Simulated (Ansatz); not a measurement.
Consider the following.

Relaxed Nb (bcc, W type):

```
Nb
1.0
   -3.30962     3.30962     3.30962
    1.65481    -1.65481     1.65481
    1.65481     1.65481    -1.65481
Nb
2
Direct
  0.00000   0.00000   0.00000
  0.50000   0.00000   0.00000
```

Scan: atom 2 (Nb, nearest neighbour Nb at 2.866 Å; its periodic images, 2.9 Å or more away, move with it) is displaced along Cartesian x, direction (1.000, 0.000, 0.000) in Cartesian axes, by s. The other atoms stay.

Computed with PBE (plane waves to 420 eV, PAW, scalar-relativistic; Ansatz, a quantum-chemistry and plane-wave program). k mesh 8×16×16 (Γ-centred), Fermi-Dirac smearing 0.05 eV. E stands for the smeared free energy. With partly filled bands, energies and forces of such displacements shift with the k mesh and the smearing. On this mesh the relaxed cell isn't quite at rest: it carries a pressure of -0.1 GPa (compression positive) at the zero of the scan. Nb is run without spin polarisation. Nb was relaxed with its symmetry unable to fall. ΔE is measured from the undisplaced structure.

The scan covers s from -0.570 to 0.570 Å in 11 points.

Q: Is this a single well or a double well?

A: A single well with its minimum at or next to zero displacement.

Q: Is the energy the same for equal positive and negative displacements?

A: Even: the same for both signs. With its periodic images moving along, the atom's site symmetry in this cell is mmm.

Q: What is the energy change at s = 0.570 Å?

A: 505 meV/cell.

Q: What force acts on the atom along the line at s = -0.570 Å?

A: 1.24 eV/Å.

Q: What is the force constant k = d²E/ds² of this move at s = 0?

A: 4.99 eV/Å².

(A displaced cell: forces are minus the slopes of the energy, force constants its curvatures, and phonons follow from these.)
